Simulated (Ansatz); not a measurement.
A distorted cell of Nb (bcc, W type):

```yaml
crystal:
  lattice:
    - [-1.61706, 1.61706, 1.58472]
    - [1.61706, -1.61706, 1.58472]
    - [1.61706, 1.61706, -1.58472]
  atoms:
    - { symbol: Nb, position: [0.00000, 0.00000, 0.00000] }
```

All values below come from r2SCAN (plane waves to 500 eV, PAW, scalar-relativistic; Ansatz, a first-principles code). k mesh 20×20×20 (Γ-centred), Fermi-Dirac smearing 0.05 eV. Energies are smeared free energies. Compression counts positive. With partly filled bands, the response to shear is sensitive to the k mesh, so small differences along c/a are uncertain. Nb is run without spin polarisation. Nb was relaxed with its symmetry unable to fall. The PAW data are Ansatz's earlier set.

Task: What is the stress tensor (GPa)?

Result: 
```
   16.0      0.0      0.0
    0.0     16.0      0.0
    0.0      0.0     18.9
```
The pressure, a third of the trace, is 17.0 GPa.

Task: It is the relaxed cell deformed to V/V₀ = 0.920, (c/a)/(c/a)₀ = 0.980, c along z, fractional positions held. What is its energy relative to the relaxed cell?

Result: 73 meV/atom.

(A scan under strain: stresses follow from slopes of the energy per volume, elastic moduli from its curvatures.)
